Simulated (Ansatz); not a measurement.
Run on hcp Gd (0001), 3 layers: DFT, PBE, PAW with Ansatz's default frozen-core files, scalar-relativistic (Ansatz 0.2.0). This run: no images along the normal.

The slab is cut from a bulk crystal relaxed on PAW files (its atoms may have been relaxed since), whose type needn't be the stable one.

Command: `ansatz run input.yaml --threads 2 --pin off --max-ram 6144MiB --backend cpu --events-out ev --progress --plain --runs-dir out` It took 29 s on 2 threads of Intel(R) Xeon(R) 6975P-C (Granite Rapids) (shared host), peak memory 0.94 GiB.

```yaml
crystal:
  lattice:
    - [3.6473765381, 0.0, 0.0]
    - [-1.823688269, 3.1587207392, 0.0]
    - [0.0, 0.0, 21.8375]
  atoms:
    - { symbol: Gd, position: [0.0, 0.0, 0.3704381598], spin: 7.0 }
    - { symbol: Gd, position: [0.3333333333, 0.6666666667, 0.500000001], spin: 7.0 }
    - { symbol: Gd, position: [0.0, 0.0, 0.6295618392], spin: 7.0 }
  periodic: [true, true, false]
magnetization:
  spin_polarized: true
kpoints:
  mp_grid: { grid: [12, 12, 1] }
scf:
  occupations: { method: fermi_dirac, width: 0.05 }
hamiltonian:
  xc: pbe
  pseudopotentials: { kind: paw }
output:
  forces: true
  stress: true
  eigenvalues: true
```

Output:

```
Warning: crystal.periodic: the lattice vector that does not repeat stood 0.000° off the slab's normal, 21.837 Å along it as the deck builds it. The run solves the slab on a vector along the normal, 35.117 Å long, with every atom where it was (on the deck's vector they left 16.18 Å outside them, and the widest stretch free of ions among them is 2.83 Å). A fractional position that the run reports is one of the run's cell, which starts as this one, and not of the deck's: it goes into a deck with that cell's vectors. The slab on that cell runs as it stands in a deck that lists each atom with its symbol and moment, types crystal.periodic and leaves out crystal.checkpoint, crystal.saddle_side, crystal.structure_sha256, crystal.space_group, crystal.setting, crystal.reduce_to_primitive, crystal.supercell, crystal.defects and each atom's wyckoff. Where those keys changed the vectors of the plane, lay the indices of each lattice_plane and lattice_line anew on these rows. Along the normal they count this vector already. An outside_sphere can name other atoms there (type this run's as sites). In the order of the run's atom list the slab is: crystal.lattice: [[3.6473765381, 0.0, 0.0], [-1.823688269, 3.1587207392, 0.0], [0.0, -0.0, 35.117226697795]]; position: [0.0, 0.0, 0.2303554145732252]; position: [0.33333333330000003, 0.6666666667000002, 0.3109229016231821]; position: [0.0, 0.0, 0.3914903868076016];
crystal.periodic: the lattice vector that does not repeat stood 0.000° off the slab's normal, 21.837 Å along it as the deck builds it. The run solves the slab on a vector along the normal, 35.117 Å long, with every atom where it was (on the deck's vector they left 16.18 Å outside them, and the widest stretch free of ions among them is 2.83 Å). A fractional position that the run reports is one of the run's cell, which starts as this one, and not of the deck's: it goes into a deck with that cell's vectors. The slab on that cell runs as it stands in a deck that lists each atom with its symbol and moment, types crystal.periodic and leaves out crystal.checkpoint, crystal.saddle_side, crystal.structure_sha256, crystal.space_group, crystal.setting, crystal.reduce_to_primitive, crystal.supercell, crystal.defects and each atom's wyckoff. Where those keys changed the vectors of the plane, lay the indices of each lattice_plane and lattice_line anew on these rows. Along the normal they count this vector already. An outside_sphere can name other atoms there (type this run's as sites). In the order of the run's atom list the slab is: crystal.lattice: [[3.6473765381, 0.0, 0.0], [-1.823688269, 3.1587207392, 0.0], [0.0, -0.0, 35.117226697795]]; position: [0.0, 0.0, 0.2303554145732252]; position: [0.33333333330000003, 0.6666666667000002, 0.3109229016231821]; position: [0.0, 0.0, 0.3914903868076016];
Engine: ansatz 0.2.0
Pseudopotentials: kind: paw
Pseudopotential: Gd, paw, valence charge 18, recommended cutoff 420 eV (normal), Gd.paw.azcp
Functional definition: PBE
  parameter kappa = 0.804
  parameter beta = 0.06672455060314922
  exchange = pbe_x(kappa = kappa, mu = beta*pi^2/3)
  correlation = pbe_c(beta = beta)
Crystal: 3 atoms, lattice volume = 404.587 Å³
Basis set: ecut = 420 eV, 7797 PW (Γ), exchange–correlation on 50×50×480 points (8 copies of the dense FFT grid, shifted against one another)
Bands: 45, of which v1, the nominal top of the filled ones, is band 27 counted from 1 (26 counted from 0)
Symmetry: 12 space group operations
Space group: P-6m2 (ITA 187), of the structure as read, at distance tolerance 7.4e-5 Å
Magnetic group: BNS 187.209 (UNI 1439), of the structure as read, at distance tolerance 7.4e-5 Å
k-points: 19 of 144 (time reversal used)
Non-local potential: Gd, projectors of the file, l = 0: 3, l = 1: 2, l = 2: 2, l = 3: 3
PAW form: soft (Blöchl's): semilocal exchange-correlation on the pseudo side does not see the compensation charge
PAW one-centre angular grid: Gd, 590 points (default); XC on 64 Gauss nodes
Initial density: superposition of atomic densities (neutral atoms: chi_scale 0, normalization atom)
Starting moments: Σ|m| = 21 μB on 3 of 3 sites
Initial wavefunctions: pseudopotential atomic-orbital guess
Functional: x = pbe(κ = 0.804, μ = 0.2195149727645171), c = pbe(β = 0.06672455060314922)
SCF iter   1: F=—  HF=-27996.736109 eV  |F-HF|=—  |Δ(HF+E_count)|=         —  Δρ=1.43e-2 (↑8.82e-3 ↓1.43e-2)  dr2=1.94e1  dr2_m=2.44e-1  M=21.262 μB ∫|m|=21.262 μB  β_m=0.30  ethr=3.10e-3  ⟨swp⟩=13.0  Hψ=10371  notcnv=0
Mixer restart at iter 1: flushing history
preconditioner: auto → LDOS  [metal: Δε(μ)=0.012 eV  Ē_g=11.127 eV  σ=0.050 eV  W_gap=0.06  n_scr=20 (ndim 8)  ℏωp=12.8 eV  f_vac=0.687  D(μ)=9.71/eV (n_scr^D=64)]
spin=Collinear: LDOS preconditioning applied to the charge; magnetization (m = ρ↑ − ρ↓) channel mixes plain (no charge-response kernel on spin).
SCF iter   2: F=—  HF=-27995.455143 eV  |F-HF|=—  |Δ(HF+E_count)|=    1.28e0  Δρ=9.83e-3 (↑7.43e-3 ↓9.83e-3)  dr2=5.12e0  dr2_m=1.78e-1  M=21.495 μB ∫|m|=21.495 μB  β_m=0.49  ethr=3.10e-3  ⟨swp⟩=4.4  Hψ=3813  notcnv=0  defer=45
SCF iter   3: F=—  HF=-27995.203780 eV  |F-HF|=—  |Δ(HF+E_count)|=   2.51e-1  Δρ=6.06e-3 (↑3.00e-3 ↓6.06e-3)  dr2=4.79e-1  dr2_m=6.08e-2  M=22.059 μB ∫|m|=22.059 μB  β_m=0.53  ethr=3.10e-3  ⟨swp⟩=4.9  Hψ=3899  notcnv=0  defer=45
SCF iter   4: F=—  HF=-27995.270058 eV  |F-HF|=—  |Δ(HF+E_count)|=   6.63e-2  Δρ=3.19e-3 (↑2.38e-3 ↓3.19e-3)  dr2=1.18e-2  dr2_m=2.63e-2  M=22.197 μB ∫|m|=22.197 μB  β_m=0.75  ethr=8.88e-4  ⟨swp⟩=4.9  Hψ=3788  notcnv=0  defer=30
SCF iter   5: F=—  HF=-27995.383387 eV  |F-HF|=—  |Δ(HF+E_count)|=   1.13e-1  Δρ=1.86e-3 (↑1.51e-3 ↓1.86e-3)  dr2=2.39e-2  dr2_m=9.20e-3  M=22.665 μB ∫|m|=22.666 μB  β_m=0.88  ethr=2.18e-5  ⟨swp⟩=4.2  Hψ=5342  notcnv=0  defer=30
SCF iter   6: F=—  HF=-27995.429509 eV  |F-HF|=—  |Δ(HF+E_count)|=   4.61e-2  Δρ=8.25e-4 (↑8.25e-4 ↓6.42e-4)  dr2=3.74e-3  dr2_m=1.24e-3  M=23.192 μB ∫|m|=23.196 μB  β_m=0.93  ethr=2.18e-5  ⟨swp⟩=4.1  Hψ=4629  notcnv=0  defer=29
SCF iter   7: F=—  HF=-27995.433271 eV  |F-HF|=—  |Δ(HF+E_count)|=   3.76e-3  Δρ=6.47e-4 (↑6.47e-4 ↓3.59e-4)  dr2=4.36e-3  dr2_m=5.56e-4  M=23.477 μB ∫|m|=23.482 μB  β_m=0.82  ethr=6.92e-6  ⟨swp⟩=3.0  Hψ=4319  notcnv=0  defer=29
SCF iter   8: F=—  HF=-27995.434181 eV  |F-HF|=—  |Δ(HF+E_count)|=   9.10e-4  Δρ=2.47e-4 (↑2.47e-4 ↓2.36e-4)  dr2=5.21e-4  dr2_m=1.43e-4  M=23.432 μB ∫|m|=23.438 μB  β_m=0.91  ethr=6.92e-6  ⟨swp⟩=2.7  Hψ=2809  notcnv=0  defer=29
SCF iter   9: F=—  HF=-27995.434622 eV  |F-HF|=—  |Δ(HF+E_count)|=   4.41e-4  Δρ=1.39e-4 (↑1.39e-4 ↓1.26e-4)  dr2=8.00e-5  dr2_m=4.46e-5  M=23.422 μB ∫|m|=23.428 μB  β_m=0.91  ethr=9.65e-7  ⟨swp⟩=3.2  Hψ=3550  notcnv=0  defer=29
SCF iter  10: F=—  HF=-27995.434857 eV  |F-HF|=—  |Δ(HF+E_count)|=   2.35e-4  Δρ=8.11e-5 (↑8.11e-5 ↓7.64e-5)  dr2=7.58e-5  dr2_m=1.79e-5  M=23.440 μB ∫|m|=23.445 μB  β_m=0.83  ethr=1.48e-7  ⟨swp⟩=3.1  Hψ=3974  notcnv=0  defer=29
SCF iter  11: F=—  HF=-27995.434997 eV  |F-HF|=—  |Δ(HF+E_count)|=   1.40e-4  Δρ=3.64e-5 (↑2.51e-5 ↓3.64e-5)  dr2=5.67e-6  dr2_m=2.99e-6  M=23.467 μB ∫|m|=23.472 μB  β_m=0.92  ethr=1.40e-7  ⟨swp⟩=3.5  Hψ=3362  notcnv=0  defer=29
SCF iter  12: F=—  HF=-27995.435026 eV  |F-HF|=—  |Δ(HF+E_count)|=   2.89e-5  Δρ=2.15e-5 (↑2.15e-5 ↓1.64e-5)  dr2=2.64e-6  dr2_m=7.07e-7  M=23.476 μB ∫|m|=23.482 μB  β_m=0.88  ethr=1.05e-8  ⟨swp⟩=4.1  Hψ=4177  notcnv=0  defer=29
[... lines left out ...]
Absolute magnetization: 23.4857 μB (∫|ρ↑−ρ↓|, with the PAW one-centre terms)
Spin contamination: 0.0341 ħ² per cell (⟨S²⟩ above its minimum at these occupations)
Per-site moments (μB) at R_I (Å): [(7.404837547126799, 1.454869905684507), (7.3698503886445055, 1.454869905684507), (7.404837547126815, 1.4548699056845074)]
Free energy (F): -27995.435033 eV
Harris-Foulkes:  -27995.435033 eV  (|F-HF|=3.06e-9)
Internal energy: -27995.356075 eV  (E = F + TS)
E sigma→0 (E₀):  -27995.395554 eV
Entropy (-TS):   -0.078958 eV (-26.319 meV/atom)
Fermi energy:    -3.421279 eV
--- Per-component energies (eV) ---
  E_band       = -947.649553
  E_kinetic    = 1202.557288
  E_local      = -145324.039463  (includes V_loc(G=0)·N_el)
  E_nonlocal   = 874.705938
  E_hartree    = 71684.028177
  E_xc         = -695.556776
  E_vxc        = -753.259525  (∫ρ·V_xc dr)
  E_paw        = -19351.381506  (= ΣΔE_a)
  E_vpaw       = -315.665550  (= ΣTr[D̂ρ^β])
  E_aug_tail   = 0.000000  (compensation charges beyond the density's cutoff)
  E_ewald      = 63614.330266
  E_smearing   = -0.078958  (= −TS)
  E_closure    = 0.000000  (closes the sum)
  Σ components = -27995.435033   (vs F -27995.435033, Δ=0.00e0)
--- Forces (eV/Å), atoms counted from 1 ---
  atom   1  Gd     0.00000000    -0.00000000    -0.00182523
  atom   2  Gd     0.00000000     0.00000000     0.00000000
  atom   3  Gd    -0.00000000    -0.00000000     0.00182523
  max |Σ_I F_I| component: 5.78e-18 eV/Å
--- 2D stress c σ (N/m, compression-positive) ---
       -0.642633       0.000000       0.000000
        0.000000      -0.642633       0.000000
        0.000000       0.000000       0.000000
  P = ½ c Tr σ = -0.6426 N/m
--- Band table (eV; the first three rows and the last of 38) ---
  k-point 0 ↑: bands = ["-48.9033", "-48.9006", "-48.6090", "-26.6063", "-26.4586", "-26.0750", "-26.0750", "-26.0684", "-26.0684", "-25.9244", "-25.7759", "-25.7759", "-8.3278", "-8.3261", "-8.3047", "-8.2938", "-8.2870", "-8.2870", "-8.2808", "-8.2808", "-8.2681", "-8.2681", "-8.2598", "-8.2598", "-8.1965", "-8.1769", "-8.1768", "-8.1505", "-8.1261", "-8.1261", "-8.1169", "-8.1001", "-8.1001", "-8.0499", "-7.1329", "-6.1958", "-3.5947", "-3.4732", "-2.6897", "-2.2906", "-2.2906", "-2.2607", "-2.2607", "-2.2390", "-1.8695"]
  k-point 1 ↑: bands = ["-48.9008", "-48.8982", "-48.6068", "-26.5957", "-26.4571", "-26.1094", "-26.1078", "-26.0834", "-26.0760", "-25.9180", "-25.8061", "-25.7827", "-8.3239", "-8.3218", "-8.2968", "-8.2910", "-8.2888", "-8.2851", "-8.2825", "-8.2796", "-8.2715", "-8.2668", "-8.2645", "-8.2599", "-8.1848", "-8.1846", "-8.1783", "-8.1478", "-8.1273", "-8.1239", "-8.1057", "-8.1007", "-8.0571", "-7.9736", "-6.9750", "-6.0341", "-3.6254", "-3.4277", "-2.8959", "-2.5241", "-2.3834", "-2.2348", "-2.1706", "-2.1141", "-1.8691"]
  k-point 2 ↑: bands = ["-48.8940", "-48.8918", "-48.6008", "-26.5665", "-26.4547", "-26.2082", "-26.1962", "-26.1062", "-26.0967", "-25.9127", "-25.8856", "-25.8014", "-8.3143", "-8.3123", "-8.2949", "-8.2930", "-8.2812", "-8.2809", "-8.2790", "-8.2783", "-8.2739", "-8.2721", "-8.2618", "-8.2592", "-8.2044", "-8.2038", "-8.1594", "-8.1429", "-8.1284", "-8.1180", "-8.1175", "-8.1037", "-8.0746", "-7.5324", "-6.5438", "-5.6017", "-3.7677", "-3.4088", "-3.2757", "-2.9758", "-2.6184", "-2.2684", "-1.8981", "-1.8670", "-1.7129"]
  k-point 18 ↓: bands = ["-45.6438", "-45.6438", "-45.3730", "-24.0857", "-24.0469", "-24.0457", "-24.0010", "-24.0007", "-23.9032", "-23.7152", "-23.6096", "-23.5050", "-3.8726", "-3.5348", "-3.5301", "-3.2401", "-3.1394", "-3.1313", "-3.1173", "-3.1161", "-3.1081", "-3.1077", "-3.0916", "-3.0868", "-2.9978", "-2.9890", "-2.9811", "-2.9625", "-2.9532", "-2.9493", "-2.8879", "-2.8837", "-2.8705", "-2.8447", "-2.7830", "-2.7105", "-2.6187", "-2.3192", "-2.0393", "-1.9618", "-1.9008", "-1.8768", "-1.5760", "-0.0474", "0.8094"]
```

The open f shell is treated without a Hubbard term, so these are results of the method, and the state needn't be the lowest. Spin–orbit coupling is left out, which matters for the heavy atoms. The cell is 1×1, so reconstructions are forbidden, and in slabs of four or five layers the relaxations can be far larger than at a real surface.
